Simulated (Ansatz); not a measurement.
CoGe₂ in space group Cmcm (No. 63; Ge on 4c, Ge on 4c, Co on 4c), PBE (plane waves, PAW; program Ansatz), all energies at zero smearing, with the estimated change up to a 700 eV cutoff added, with one set of potentials and settings (totals compare only within such a set). Cell of 6 atoms (4 Ge, 2 Co): -27430.772 eV.

| element | reference phase | E (eV/atom) |
|---|---|---|
| Ge | Fd-3m, 2 atoms in the cell | -4294.9847 |
| Co | P6_3/mmc, 2 atoms in the cell, spin-polarised | -5126.1559 |

Formation energy per atom, worked out: (-27430.772 − 4×(-4294.9847) − 2×(-5126.1559))/6 = 0.247 eV/atom (24 kJ per mol of atoms), at 0 K, without zero-point energy or fitted corrections.

The cell is a constructed one: a structure type filled with these elements; neither database checked (COD, Materials Project) lists it. Whether it is the stable phase at ambient conditions was not checked. The PBE relaxation kept the symmetry of its start; whether a distortion lowers the energy is not shown. The workflow began spin-polarised and lost its moments. The references are the lowest solids computed at this level, not always the standard phases.

Potentials: the later of the program's two PAW sets.
